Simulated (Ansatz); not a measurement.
**ZnNi: strain energy, fitted**

ZnNi, P4/mmm, a = 2.693 Å, c = 3.189 Å. The structure is a COD entry; whether it is the stable form wasn't checked. Ansatz: r2SCAN, PAW, 500 eV, Γ-centred 20×20×16 mesh on 2 atoms, Gaussian smearing 0.10 eV; no spin polarisation. Series: biaxial strain in the a-b plane, c and atoms relaxed; x is the strain in per cent. y is the free energy over the unstrained cell, V0 = 11.560 Å³/atom.

| x (%) | y (meV/atom) |
| --- | --- |
| -3.0 | ? |
| -2.0 | 3.54 |
| -1.0 | 0.84 |
| 0.0 | 0.00 |
| 1.0 | 0.81 |
| 2.0 | 2.81 |
| 3.0 | 5.68 |

Question: Fit y = c2 x² + c3 x³ to the other rows, turn c2 into a modulus, and predict the missing energy.

Answer: Least squares on the rows shown. y = 0.7879 x² − 0.05119 x³. In eV per unit strain² c2 is 7.879; M is the biaxial modulus (E = M V0 ε²): 7.879 × 160.2 / (11.560) = 109 GPa. At x = -3.0 the fit asked for gives 8.47 meV/atom. The run gave 8.09 meV/atom, so the fit is 0.38 meV/atom too high, 4.7 % of the span of the series, against an rms of 0.05 meV/atom on the fitted rows. The row lies outside the fitted range. With a term in x⁴ added, a fit to the same known rows predicts 8.10 meV/atom, so most of the miss is curvature that the known rows already hold.